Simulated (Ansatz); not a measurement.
Formation energy of AlNi

Computed with Ansatz (plane waves, PAW, 420 eV cutoff): PBE with spin–orbit coupling, two-component spinors, 12×12×12 k-mesh, Gaussian smearing of 0.05 eV; PAW files: Ansatz's generated set soft_2.

The chain of runs began from a cell as deposited in COD, expanded in volume.

The structure is cubic, space group Pm-3m (No. 221). Conventional cell: a = 2.893 Å, b = 2.893 Å, c = 2.893 Å, α = 90.00°, β = 90.00°, γ = 90.00°. Al (site symmetry m-3m) has 8 Ni at 2.51 Å as nearest neighbours. Ni (site symmetry m-3m) has 8 Al at 2.51 Å as nearest neighbours. (Neighbours are counted to 15 % beyond the shortest distance.)

The elements were computed in their standard states with the same datasets, cutoff and functional. Total energies depend on the potentials used, so only differences within one code and one set of settings carry meaning.

Energy of the relaxed cell (2 atoms, smearing extrapolated to zero): -6378.838 eV. Elements, in eV/atom: Al -537.501, Ni -5840.032.

Q: What is the formation energy?

A: [-6378.838 − (1 × -537.501 + 1 × -5840.032)] / 2 = -0.65 eV/atom, or -63 kJ per mole of atoms.

The value is for 0 K, without zero-point energy. A negative value shows stability against the elements alone, not against other compounds or structures.

With 21 valence electrons in the calculation's cell and no magnetic order, the Kramers pairs of bands, two electrons each, can't all be full or empty: band theory demands a metal. (Only strong correlation, outside this picture, could make a Mott insulator of it.)

The starting moments died out; a magnetic state reached from other starts isn't excluded.
